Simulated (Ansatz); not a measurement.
The relaxed structure here is a generated cell of Mo2C: the first start was made by placing the elements on the sites of a structure type, and the end was not matched to a known phase here, so it may be hypothetical.

A relaxed cell of Mo2C (P6₂22 (No. 180)), relaxed on a k-mesh at least as fine as the one used below. The numbers are results of PBEsol (plane waves to 420 eV, PAW, scalar-relativistic; Ansatz, a program for electronic structure), not measurements. Γ-centred k-mesh 8×8×5 on the run's cell (coarser than for final values), Fermi–Dirac smearing 0.05 eV.

```
CELL_PARAMETERS angstrom
      4.49148     0.00000     0.00000
     -2.24574     3.88973     0.00000
      0.00000     0.00000     6.21451
ATOMIC_POSITIONS crystal
  C  0.50000 0.00000 0.00000
  C  0.50000 0.50000 0.33333
  C  0.00000 0.50000 0.66667
  Mo 0.17551 0.35102 0.00000
  Mo 0.82449 0.17551 0.33333
  Mo 0.64898 0.82449 0.66667
  Mo 0.82449 0.64898 0.00000
  Mo 0.17551 0.82449 0.33333
  Mo 0.35102 0.17551 0.66667
```

The atoms are displaced along an unstable phonon of this cell by (Å):

```csv
atom,ux,uy,uz
C1,0.150,0.000,0.000
C2,-0.075,-0.130,0.000
C3,-0.075,0.130,0.000
Mo4,-0.014,0.000,-0.004
Mo5,0.007,0.012,0.004
Mo6,0.007,-0.012,-0.004
Mo7,-0.014,0.000,0.004
Mo8,0.007,0.012,-0.004
Mo9,0.007,-0.012,0.004
```

Q: What forces (eV/Å) and pressure result?

A: 
```csv
atom,Fx,Fy,Fz
C1,0.25,0.00,0.00
C2,-0.13,-0.22,0.00
C3,-0.13,0.22,0.00
Mo4,-0.21,-0.01,-0.02
Mo5,0.11,0.18,0.02
Mo6,0.11,-0.18,-0.02
Mo7,-0.21,0.01,0.02
Mo8,0.10,0.19,-0.02
Mo9,0.10,-0.19,0.02
```

Pressure +0.7 GPa.

The undisplaced cell is probably no minimum: from this displacement the run went on to P3₂21 (No. 154), 0.62 eV/atom below it.

No spin polarisation in the result.
